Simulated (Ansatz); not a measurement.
Cl (bcc (W type), Im-3m) at seven volumes, plane-wave PAW PBE (Ansatz code), scaled uniformly. One row is withheld.

```tsv
V (Å³/atom)	P (GPa)
19.410	3.87
20.049	?
20.689	1.06
21.329	0.00
21.969	-0.87
22.609	-1.59
23.249	-2.18
```

Problem. Fit the shown pressures and predict the withheld one.

Solution. P = (3/2)B₀(x^(7/2) − x^(5/2))[1 + (3/4)(B′ − 4)(x − 1)] with x = (V₀/V)^(2/3). Least squares on the six rows gives V₀ = 21.331 Å³/atom, B₀ = 31.9 GPa, B′ = 5.34. At V = 20.049, x = 1.0422 and P = 2.33 GPa. The run itself gave 2.33 GPa.

A made-up cell: these elements were put on the sites of a structure type; neither database checked (COD, Materials Project) lists it. It is not the usual solid phase (space group No. 64). The cell was relaxed with PBE under the symmetry of its start; its stability against distortions is not shown here. The substance is a gas or liquid at ambient conditions.

Potentials: the later of the program's two PAW sets.
